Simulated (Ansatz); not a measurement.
**Ansatz run, Mn2NiBr4**

The input, for Ansatz 0.2.0 (plane waves, PAW):

```yaml
crystal:
  lattice:
    - [0.0, 5.736599, 5.736599]
    - [5.736599, 0.0, 5.736599]
    - [5.736599, 5.736599, 0.0]
  atoms:
    - { symbol: Br, position: [0.385, 0.385, 0.385] }
    - { symbol: Br, position: [0.405, 0.865, 0.865] }
    - { symbol: Br, position: [0.385, 0.385, 0.845] }
    - { symbol: Br, position: [0.865, 0.405, 0.865] }
    - { symbol: Br, position: [0.845, 0.385, 0.385] }
    - { symbol: Br, position: [0.865, 0.865, 0.865] }
    - { symbol: Br, position: [0.385, 0.845, 0.385] }
    - { symbol: Br, position: [0.865, 0.865, 0.405] }
    - { symbol: Ni, position: [0.0, 0.0, 0.0] }
    - { symbol: Ni, position: [0.25, 0.25, 0.25] }
    - { symbol: Mn, position: [0.625, 0.625, 0.625] }
    - { symbol: Mn, position: [0.125, 0.625, 0.625] }
    - { symbol: Mn, position: [0.625, 0.625, 0.125] }
    - { symbol: Mn, position: [0.625, 0.125, 0.625] }
  symmetry: { tolerance: 0.0003 }
kpoints:
  mp_grid: { grid: [5, 5, 5], shift: [0, 0, 0] }
  band_path:
    path:
      - [0.0, 0.0, 0.0]
      - [0.5, 0.0, 0.5]
      - [0.625, 0.25, 0.625]
      - [0.375, 0.375, 0.75]
      - [0.0, 0.0, 0.0]
      - [0.5, 0.5, 0.5]
      - [0.5, 0.25, 0.75]
      - [0.5, 0.0, 0.5]
    npoints: 8
magnetization:
  spin_polarized: false
scf:
  occupations: { method: fermi_dirac }
  lower_state_search: "off"
  max_iter: 200
hamiltonian:
  pseudopotentials: { kind: paw }
  xc: lda
basis:
  ecutwfc: 420
  fft_grid_basis: typed
output:
  forces: true
  stress: true
  eigenvalues: true
  bader: true
  populations: true
  elf: true
  write_potential: true
  volumetric_format: npy
  dos:
    e_range: [-12, 8]
    de: 0.05
    projected: { site_lists: { Br: [Br], Mn: [Mn], Ni: [Ni] } }
checkpoint:
  read: saved_state
```

The saved state is an earlier solution for the same cell, perhaps on another mesh. 

Excerpt of what it printed:

```
Pseudopotentials: kind: paw
Pseudopotential: Br, paw, valence charge 7, recommended cutoff 420 eV (normal), Br.paw.azcp
Pseudopotential: Ni, paw, valence charge 18, recommended cutoff 420 eV (normal), Ni.paw.azcp
Pseudopotential: Mn, paw, valence charge 15, recommended cutoff 420 eV (normal), Mn.paw.azcp
Functional definition: SPW92
  exchange = slater_x
  correlation = pw_c
Crystal: 14 atoms, lattice volume = 377.567 Å³
Basis set: ecut = 420 eV, 7391 PW (Γ)
Bands: 92, of which v1, the nominal top of the filled ones, is band 76 counted from 1 (75 counted from 0)
Symmetry: 48 space group operations
Space group: Fd-3m (ITA 227), of the structure as read, at distance tolerance 2.2e-3 Å
k-points: 10 of 125
Initial density: read from a saved state, or passed on in memory by an earlier SCF of this step, an earlier step, the calling program or the single point that the run made first
Functional: x = slater, c = lda
SCF iter   1: F=—  Δρ=4.41e-3  dr2=9.93e-3
SCF iter   2: F=—  Δρ=1.09e-3  dr2=1.89e-3
SCF iter   3: F=—  Δρ=2.28e-3  dr2=6.49e-3  recentre
SCF iter   4: F=—  Δρ=4.08e-4  dr2=2.26e-4
SCF iter   5: F=—  Δρ=5.69e-5  dr2=4.55e-6
SCF iter   6: F=—  Δρ=1.82e-5  dr2=1.23e-6
SCF iter   7: F=—  Δρ=2.27e-5  dr2=1.93e-6
SCF iter   8: F=-48452.5775 eV  Δρ=4.93e-6  dr2=6.89e-8
Free energy (F): -48452.5775 eV
Harris-Foulkes:  -48452.5775 eV  (|F-HF|=6.79e-8)
Internal energy: -48451.2215 eV  (E = F + TS)
E sigma→0 (E₀):  -48451.8995 eV
Entropy (-TS):   -1.3560 eV (-96.860 meV/atom)
Fermi energy:    5.5455 eV
--- Forces (eV/Å), atoms counted from 1 ---
  atom   1  Br     0.2522     0.2522     0.2522
  atom   2  Br    -0.2522     0.2522     0.2522
  atom   3  Br    -0.2522    -0.2522     0.2522
  atom   4  Br     0.2522    -0.2522     0.2522
  atom   5  Br     0.2522    -0.2522    -0.2522
  atom   6  Br    -0.2522    -0.2522    -0.2522
  atom   7  Br    -0.2522     0.2522    -0.2522
  atom   8  Br     0.2522     0.2522    -0.2522
  atom   9  Ni     0.0000     0.0000     0.0000
  atom  10  Ni     0.0000     0.0000     0.0000
  atom  11  Mn     0.0000     0.0000     0.0000
  atom  12  Mn     0.0000     0.0000     0.0000
  atom  13  Mn     0.0000     0.0000     0.0000
  atom  14  Mn     0.0000     0.0000     0.0000
--- Stress (GPa, compression-positive) ---
      -13.9757       0.0000       0.0000
        0.0000     -13.9757       0.0000
        0.0000       0.0000     -13.9757
  P = ⅓ Tr σ = -13.9757 GPa (-139.757 kbar)
--- Bader charges: 14 sites ---
  site symbol  charge [e]  shift [e]
     0     Br     -0.5026     0.0012
     1     Br     -0.5026     0.0012
     2     Br     -0.5026     0.0012
     3     Br     -0.5026     0.0012
     4     Br     -0.5026     0.0012
     5     Br     -0.5026     0.0012
     6     Br     -0.5026     0.0012
     7     Br     -0.5026     0.0012
     8     Ni      0.3915     0.0016
     9     Ni      0.3915     0.0016
    10     Mn      0.8095     0.0016
    11     Mn      0.8095     0.0016
    12     Mn      0.8095     0.0016
    13     Mn      0.8095     0.0016
```

Origin: a known structure type with other elements, at an estimated volume, so it need not be a known compound. Caveats: no spin polarisation, so a magnetic state may lie lower.
